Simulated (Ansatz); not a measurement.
A trial cell of Ir3Ru2, before relaxation:

```yaml
crystal:
  lattice:
    - [2.73395, 0.00000, 0.00000]
    - [-1.36697, 2.36767, 0.00000]
    - [0.00000, 0.00000, 21.43925]
  atoms:
    - { symbol: Ru, position: [0.33333, 0.66667, 0.15000] }
    - { symbol: Ru, position: [0.33333, 0.66667, 0.75000] }
    - { symbol: Ru, position: [0.66667, 0.33333, 0.25000] }
    - { symbol: Ru, position: [0.66667, 0.33333, 0.85000] }
    - { symbol: Ir, position: [0.33333, 0.66667, 0.95000] }
    - { symbol: Ir, position: [0.33333, 0.66667, 0.35000] }
    - { symbol: Ir, position: [0.33333, 0.66667, 0.55000] }
    - { symbol: Ir, position: [0.66667, 0.33333, 0.05000] }
    - { symbol: Ir, position: [0.66667, 0.33333, 0.45000] }
    - { symbol: Ir, position: [0.66667, 0.33333, 0.65000] }
```

Theory: DFT PBE, scalar-relativistic, plane waves, PAW (Ansatz). Cutoff 420 eV, Gaussian smearing, Γ-centred meshes. Cell and atoms relax first on a coarse mesh and then on a finer one. In between, the cell is made exact in the group found at 0.06 Å. In metals the finer mesh still leaves noise of several meV/atom or more. The steps can't lower the symmetry of their start. No spin polarisation in the relaxation; trial moments died out in a coarse test.

A guess keeps its type if space group and coordination stay and the shape of the cell changes little (axis ratios within about 15 %, angles within 6°); the volume may change.

**Question.** Does it keep its structure type, or change into something else?

**Answer.** It keeps its type. The symmetry stays P-3m1 (No. 164). The volume per atom grows by 2.5 %, from 13.9 to 14.2 Å³. The shortest distance goes from 2.66 Å (Ir–Ru, Ir–Ir and Ru–Ru) to 2.62 Å (Ru–Ru). The ratio c/a of the conventional cell changes by a factor of 1.02. Counting neighbours within 15 % of an atom's shortest distance, the start has Ir 12, Ru 12 and the end Ir 12, Ru 12.

Formation energies are uncorrected and refer to the elements' standard structures at the same level.

**Question.** At what energy does it end?

**Answer.** 0.00 eV/atom. The formation energy is too near zero to say whether this cell lies below the elements.

The last run used an 18×18×2 mesh (in the run's order of axes) for its 10-atom cell and Gaussian smearing of 0.10 eV. For metals, differences of a few meV/atom aren't resolved. Spin–orbit coupling, which can matter for Ir, is left out. A later test with randomly moved atoms came back to the same energy, though modes that don't fit the test's cell weren't probed.
